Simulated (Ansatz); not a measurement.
Structure optimisation: strontium, hcp

All numbers below come from DFT, BLYP, plane waves (420 eV) with PAW, scalar-relativistic (Ansatz 0.2.0). The PAW files were generated under PBE, with cores re-solved for the functional.

k-point mesh 9×9×5, Fermi-Dirac smearing 0.1 eV, no spin polarisation. Cell and atoms relax.

Starting structure:

```yaml
crystal:
  lattice:
    - [4.3025266259, 0.0, 0.0]
    - [-2.1512633129, 3.7260973585, 0.0]
    - [0.0, 0.0, 7.0260259801]
  atoms:
    - { symbol: Sr, position: [0.3333333333, 0.6666666667, 0.25] }
    - { symbol: Sr, position: [0.6666666667, 0.3333333333, 0.75] }
hamiltonian:
  xc: blyp
  pseudopotentials:
    kind: paw
    azcp:
      Sr: "pseudopotentials/Sr.paw.azcp"
basis:
  ecutwfc: 420
  fft_grid_basis: typed
kpoints:
  mp_grid: { grid: [9, 9, 5], shift: [0, 0, 0] }
magnetization:
  spin_polarized: false
scf:
  occupations: { method: fermi_dirac, width: 0.1 }
relax:
  max_steps: 60
  f_tol: 0.01
  cell: {}
```

Task: What cell does the relaxation end in?

Result: P6_3/mmc with a = 4.313 Å, c = 7.046 Å (c/a = 1.634); 56.75 Å³ per atom against 56.32 at the start (0.8 %).

Task: How much energy does the relaxation gain?

Result: 0.1 meV per atom.

Path of the relaxation (the plane waves are chosen anew near the end, which can shift the energy a little):

```
step  E − E(final) (meV/atom)  V (Å³/atom)  P (GPa)  max force (eV/Å)
   0                     0.11       56.319     0.08             0.000
   1                     0.05       56.460     0.06             0.000
   2                     0.00       56.752     0.00             0.000
   3                     0.00       56.752     0.00             0.000
```
